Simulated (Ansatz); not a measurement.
## 5 guesses for Pd2PtS3 and where they end

Theory: DFT PBE, scalar-relativistic, plane waves, PAW in Ansatz. All cells share a 420 eV cutoff and Γ-centred k meshes spaced at most about 0.3 Å⁻¹ (about 0.25 or finer for metals, 2π included). No spin polarisation in the final relaxations.

Each guess was relaxed in cell and atoms at zero pressure, within the symmetry of its start. Temperature and zero-point effects are left out. Coordination counts S atoms around Pd and Pt (those within 1.25 times the shortest such distance or 1.15 times the sum of covalent radii; the shortest distance is added where it is long for a bond).

| guess | made from | start group | V start (Å³/atom) | end group | V end (Å³/atom) | coordination at the end | gap on mesh (eV) | E over the lowest end (meV/atom) |
| --- | --- | --- | --- | --- | --- | --- | --- | --- |
| 1 | MgSc3Ru2 type | P4/mmm | 22.3 | P4/mmm | 15.1 | Pd 8, Pt 8 | 0 | 0 |
| 2 | random cell | I4/mmm | 22.9 | I4/mmm | 17.8 | Pd 2, Pt 4 | 0 | 53 |
| 3 | random cell | P6/mmm | 23.7 | ? | ? | ? | ? | ? |
| 4 | Zr2Co3Mo type | R-3m | 21.0 | R-3m | 19.4 | Pd 3, Pt 6 | 0 | 108 |
| 5 | TmB2Rh3 type | P6/mmm | 18.8 | P6/mmm | 18.8 | Pd 6, Pt 12 from 3.6 Å | 0 | 486 |

Guess 3 as it starts:

```cif
data_structure
_symmetry_space_group_name_H-M 'P 1'
_symmetry_Int_Tables_number 1
_cell_length_a 4.5214
_cell_length_b 4.5214
_cell_length_c 8.0228
_cell_angle_alpha 90.000
_cell_angle_beta 90.000
_cell_angle_gamma 120.000
_cell_volume 142.04
loop_
_atom_site_label
_atom_site_type_symbol
_atom_site_fract_x
_atom_site_fract_y
_atom_site_fract_z
_atom_site_occupancy
Pd1 Pd 0.33333 0.66667 0.50000 1
Pd2 Pd 0.66667 0.33333 0.50000 1
Pt1 Pt 0.00000 0.00000 0.50000 1
S1 S 0.33333 0.66667 0.00000 1
S2 S 0.66667 0.33333 0.00000 1
S3 S 0.00000 0.00000 0.00000 1
```

Question: Predict the end of this guess and its energy over the lowest end.

Answer: It ends in space group P6/mmm (No. 191), with a = 4.891 Å, c = 4.678 Å, 16.1 Å³/atom and no gap. It lies 42 meV/atom over the lowest end, above guess 1 and below guess 2. Counting S atoms around Pd and Pt, this end has Pd 2, Pt 2 and the lowest (guess 1) has Pd 8, Pt 8.

```
Pd Pt S
1.0
     4.89058    0.00000    0.00000
    -2.44529    4.23537    0.00000
     0.00000    0.00000    4.67769
Pd Pt S
2 1 3
Direct
  0.33333 0.66667 0.50000
  0.66667 0.33333 0.50000
  0.00000 0.00000 0.50000
  0.33333 0.66667 0.00000
  0.66667 0.33333 0.00000
  0.00000 0.00000 0.00000
```

The zero of energy is the elements' standard structures at the same level; no fitted shifts are applied.

Question: Is the lowest end bound against the elements?

Answer: No: its formation energy is +0.19 eV/atom. The separate elements lie lower, so it is unstable against them.

The k mesh leaves some 4 meV/atom of noise in the energy of each metallic cell. Spin–orbit coupling, which can matter for Pt, is left out. The reference form of S is held partly by dispersion forces, which this level lacks. Cells relaxed within their symmetry can be saddle points. A lower structure may well exist outside this small set. Some candidate types were left out of the draw beforehand, so a known form may be missing.
